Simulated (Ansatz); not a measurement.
Electric field gradients in HgPd

Computed with DFT PBEsol, scalar-relativistic, plane waves, PAW in Ansatz 0.2.0. Settings: 420 eV plane-wave cutoff, Γ-centred 14×14×12 mesh, Fermi-Dirac smearing of 0.15 eV. No spin polarisation.

Equilibrium structure at this level:
```xyz
2
Lattice="3.0240 0.0000 0.0000 0.0000 3.0240 0.0000 0.0000 0.0000 3.7098" Properties=species:S:1:pos:R:3 pbc="T T T"
Hg    0.0000    0.0000    0.0000
Pd    1.5120    1.5120    1.8549
```

In a metal these results depend on the k mesh and the smearing. Spin–orbit coupling is left out, which matters for gradients at heavy nuclei.

Give V_zz (10²¹ V/m²) and the asymmetry η at each distinct site.

Results:

| atom | V_zz | η |
| --- | --- | --- |
| Hg (atom 1) | -8.57 | 0.00 |
| Pd (atom 2) | 2.68 | 0.00 |